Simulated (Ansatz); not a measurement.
MoP:
Space group P-6m2 (No. 187); a = b = 3.1912 Å, c = 3.1567 Å, α = β = 90.00°, γ = 120.00°

```tsv
atom	site	symmetry	x	y	z
Mo	1a	-6m2	0.0000	0.0000	0.0000
P	1f	-6m2	0.6667	0.3333	0.5000
```

Relaxed at zero pressure with LDA (plane waves, PAW; program Ansatz).

Q: The volume is raised by 6 % and shape and atoms relax at that volume. What pressure results, and how do the axes share the change?

A: -12.4 GPa; a 2.4 %, b 2.4 %, c 1.1 %; the energy rises by 34 meV/atom.

Q: Give the new structure.

A: 
Space group P-6m2 (No. 187); a = 3.2670 Å, b = 3.2670 Å, c = 3.1926 Å, α = 90.00°, β = 90.00°, γ = 120.00°

```json
[
 {"atom": "Mo", "site": "1a", "symmetry": "-6m2", "x": "0.0000", "y": "0.0000", "z": "0.0000"},
 {"atom": "P", "site": "1f", "symmetry": "-6m2", "x": "0.6667", "y": "0.3333", "z": "0.5000"}
]
```

The phase is kept; no other phase was compared at this pressure.

The cell was relaxed with LDA under the symmetry of its start; of distortions, only those at the zone centre were tested. No spin polarisation was allowed.

Potentials: the later of the program's two PAW sets.
